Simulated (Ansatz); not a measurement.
Method: DFT PBE, scalar-relativistic, plane waves, PAW in Ansatz 0.2.0. Settings: cutoff 420 eV, Γ-centred meshes spaced at most about 0.3 Å⁻¹ (2π included), Gaussian smearing. No spin polarisation in the final relaxations.

These are static total energies at zero pressure.

Two relaxed structures of Be₂ZnSe₃:

A.

```cif
data_structure
_symmetry_space_group_name_H-M 'I-4m2'
_symmetry_Int_Tables_number 119
_cell_length_a 3.7744
_cell_length_b 3.7744
_cell_length_c 16.2574
_cell_angle_alpha 90.000
_cell_angle_beta 90.000
_cell_angle_gamma 90.000
_cell_volume 231.60
loop_
_atom_site_label
_atom_site_type_symbol
_atom_site_symmetry_multiplicity
_atom_site_Wyckoff_symbol
_atom_site_fract_x
_atom_site_fract_y
_atom_site_fract_z
_atom_site_occupancy
Be1 Be 4 e 0.50000 0.50000 0.17200 1
Zn1 Zn 2 a 0.00000 0.00000 0.00000 1
Se1 Se 2 d 0.50000 0.00000 0.25000 1
Se2 Se 4 f 0.00000 0.50000 0.40455 1
```

B.

```cif
data_structure
_symmetry_space_group_name_H-M 'P3m1'
_symmetry_Int_Tables_number 156
_cell_length_a 3.7900
_cell_length_b 3.7900
_cell_length_c 9.3407
_cell_angle_alpha 90.000
_cell_angle_beta 90.000
_cell_angle_gamma 120.000
_cell_volume 116.19
loop_
_atom_site_label
_atom_site_type_symbol
_atom_site_symmetry_multiplicity
_atom_site_Wyckoff_symbol
_atom_site_fract_x
_atom_site_fract_y
_atom_site_fract_z
_atom_site_occupancy
Be1 Be 1 a 0.00000 0.00000 0.00844 1
Be2 Be 1 c 0.66667 0.33333 0.32424 1
Zn1 Zn 1 b 0.33333 0.66667 0.66311 1
Se1 Se 1 a 0.00000 0.00000 0.77005 1
Se2 Se 1 b 0.33333 0.66667 0.39983 1
Se3 Se 1 c 0.66667 0.33333 0.08433 1
```

Question: Which would you expect to be lower, and how large is the difference?

Answer: A is lower, by 15 meV/atom. A has Be and Zn ordered on zinc blende sites, space group I-4m2 (No. 119), 19.3 Å³/atom and a gap of 2.65 eV on its mesh; B has Be and Zn ordered on zinc blende sites, space group P3m1 (No. 156), 19.4 Å³/atom and a gap of 2.37 eV. Counting Se atoms around Be and Zn (those within 1.25 times the shortest such distance or 1.15 times the sum of covalent radii), A and B both have Be 4, Zn 4. Both come from invented guesses.

Kohn–Sham gaps at this level usually fall short of measured ones. Cells relaxed within their symmetry can be saddle points.
